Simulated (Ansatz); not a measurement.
# An inverse problem

Cell vectors (Å):

```
0.0000 3.2251 3.2251
3.2251 0.0000 3.2251
3.2251 3.2251 0.0000
```

```csv
atom,a,b,c
X,0.0000,0.0000,0.0000
Sb,0.7500,0.7500,0.7500
```

Method: LDA, all-electron LAPW in Ansatz 0.2.0, scalar-relativistic. k mesh 12×12×12, strains of ±0.005, Fermi-Dirac smearing of 0.050 eV.

Elastic constants of a crystal by Kohn-Sham DFT: slopes of the stress over finite engineering strains of the given cell, Voigt indices, Cartesian axes as in the cell vectors.

| index | elastic (GPa) |
| --- | --- |
| 11 | 66.2 |
| 12 | 36.7 |
| 44 | 29.3 |

Question: All X atoms are one element. Which one was computed?

Answer: In; the crystal is InSb (F-43m).

Caveats: the gap is closed or tiny at this level, so small that the run used smearing; responses move with mesh and smearing.
